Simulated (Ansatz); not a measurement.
MoPt in space group Pmma (No. 51; Mo on 2e, Pt on 2f) under volume change, DFT-LDA in the program Ansatz with PAW potentials, shape and atoms relaxed at each volume.

```csv
V (Å³/atom),E − E(relaxed) (meV/atom),P (GPa)
13.308,141.9,37.79
13.746,59.3,22.97
14.185,14.0,10.49
14.624,0.0,0.00
15.063,12.4,-8.81
15.501,47.0,-16.21
15.940,100.1,-22.39
```

Question: What does a third-order Birch–Murnaghan fit give for V₀, B₀ and B′?

Answer: V₀ = 14.62 Å³/atom, B₀ = 320 GPa, B′ = 4.8.

The first step of the workflow began from a Materials Project structure, measured or hypothetical; the Crystallography Open Database copy checked does not list it. With Mo and Pt taken as one species the cell has the higher symmetry P6_3/mmc, so it may be an ordered model of a mixed-site phase. Its standing as an ambient phase is unchecked. The LDA relaxation kept the symmetry of its start; of distortions, only those at the zone centre were tested. No spin polarisation was allowed. Scalar-relativistic: spin–orbit coupling is off unless named, which matters more the heavier the elements.

Potentials: the later of the program's two PAW sets.
